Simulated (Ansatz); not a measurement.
Relaxed InSb (zinc blende):

```
CELL_PARAMETERS angstrom
      0.00000     6.63461     6.63461
      3.31730     0.00000     3.31730
      3.31730     3.31730     0.00000
ATOMIC_POSITIONS crystal
  Sb 0.37500 0.75000 0.75000
  Sb 0.87500 0.75000 0.75000
  In 0.00000 0.00000 0.00000
  In 0.50000 0.00000 0.00000
```

The atoms are displaced by Q × the pattern below (from a DFPT mode at L = (0.5, 0.0, 0.0), largest move 1; Q in Å), at fixed cell. (q is in reciprocal vectors of the primitive cell; the cell shown is doubled to hold the pattern.)

```json
[
 {"atom": "Sb1", "x": "-0.546", "y": "0.546", "z": "0.546"},
 {"atom": "Sb2", "x": "0.546", "y": "-0.546", "z": "-0.546"},
 {"atom": "In3", "x": "0.577", "y": "-0.577", "z": "-0.577"},
 {"atom": "In4", "x": "-0.577", "y": "0.577", "z": "0.577"}
]
```

Calculation: PBE (plane waves to 420 eV, PAW, scalar-relativistic; Ansatz, a quantum-chemistry and plane-wave program). k mesh 6×12×12 (Γ-centred), Fermi-Dirac smearing 0.05 eV. E stands for the smeared free energy. With partly filled bands, energies and forces of such displacements shift with the k mesh and the smearing. At this level the bands of InSb touch or barely overlap; measurements give the solid a gap. InSb was relaxed with its symmetry unable to fall. Spin-orbit coupling is left out, though Sb is heavy. The zero of ΔE is the undisplaced structure.

Q: Predict the ΔE (meV/cell) at Q (Å) = -0.083, -0.067, -0.050, -0.017, 0.033, 0.050, 0.067, 0.083.

A: 
| Q (Å) | ΔE (meV/cell) |
|---|---|
| -0.083 | 123 |
| -0.067 | 78 |
| -0.050 | 44 |
| -0.017 | 5 |
| 0.033 | 19 |
| 0.050 | 44 |
| 0.067 | 78 |
| 0.083 | 123 |

(For displaced atoms, the force is minus the slope of the energy, and its curvature is a force constant, which sets phonon frequencies.)
